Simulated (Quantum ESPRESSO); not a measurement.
Kohn-Sham bands of CaSe (rock salt)

```
CaSe
1.0
    0.00000     2.97024     2.97024
    2.97024     0.00000     2.97024
    2.97024     2.97024     0.00000
Ca Se
1 1
Direct
  0.00000   0.00000   0.00000
  0.50000   0.50000   0.50000
```

Cell from Materials Project (mp-1415), symmetrised, no further relaxation. COD (Crystallography Open Database) has an entry of this formula and space group (matched by these alone). Level: PBEsol, no spin polarisation, no spin-orbit coupling; pw.x of Quantum ESPRESSO at 69 Ry with PseudoDojo potentials, 10×10×10 k-points, Wannier90. Density: 10×10×10 mesh, cold smearing 0.01 Ry. Spin-orbit coupling, left out, would split the p-like bands by a few tenths of an eV.

Problem. List the Kohn-Sham levels between −8 and 5.0 eV relative to the valence-band maximum at the high-symmetry points, as a band run of pw.x on that density gives them (levels within 2 meV counted together).

Solution. 
```tsv
point	k (reciprocal lattice)	levels (eV)
Γ	0.000 0.000 0.000	0.00 (×3), 3.12, 3.66 (×3), 4.25 (×2)
X	0.500 0.000 0.500	-2.52, -0.93 (×2), 1.97, 4.90
U	0.625 0.250 0.625	-2.26, -2.05, -1.10, 3.21
K	0.375 0.375 0.750	-2.26, -2.05, -1.10, 3.21
L	0.500 0.500 0.500	-3.28, -1.18 (×2), 4.36
W	0.500 0.250 0.750	-1.98 (×2), -1.66, 4.34 (×2)
```
